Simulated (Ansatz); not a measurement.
## Barrier of one jump, O in SrTiO₃

The calculation used DFT PBE, scalar-relativistic, plane waves, PAW in Ansatz. Run with 420 eV cutoff, 2×2×2 k-mesh, shifted by half a step, Gaussian smearing of 0.02 eV, no spin polarisation.

Host crystal, relaxed:

```cif
data_structure
_symmetry_space_group_name_H-M 'P 1'
_symmetry_Int_Tables_number 1
_cell_length_a 3.9364
_cell_length_b 3.9364
_cell_length_c 3.9364
_cell_angle_alpha 90.000
_cell_angle_beta 90.000
_cell_angle_gamma 90.000
_cell_volume 61.00
loop_
_atom_site_label
_atom_site_type_symbol
_atom_site_fract_x
_atom_site_fract_y
_atom_site_fract_z
_atom_site_occupancy
Sr1 Sr 0.00000 0.00000 0.00000 1
Ti1 Ti 0.50000 0.50000 0.50000 1
O1 O 0.50000 0.00000 0.50000 1
O2 O 0.50000 0.50000 0.00000 1
O3 O 0.00000 0.50000 0.50000 1
```

In a supercell of 40 host sites with charge +2, O trades places with a neighbouring O vacancy, moving 2.50 Å between the relaxed ends. Climbing-image nudged elastic band at fixed cell with images 0 (start) to 6 (end), the path measured over all atoms, converged to 0.05 eV/Å; the order of the saddle wasn't checked, and the small cell leaves errors of about a tenth of an eV.

Supercell rows in host cell vectors: 0 2 0; 0 0 2; 2 0 0. O was set at (0.500, 0.000, 0.500) of the host cell.

At the relaxed start O has 1 Ti at 1.93 Å, 1 Ti at 2.03 Å.

(1) How high is the barrier, and where does the atom pass?

Answers

(1) 0.40 eV at image 3, where O has 1 Ti at 1.75 Å.

Cost: 1 run of about 2.5 core-hours, on AMD EPYC (Zen 3) (shared hosts).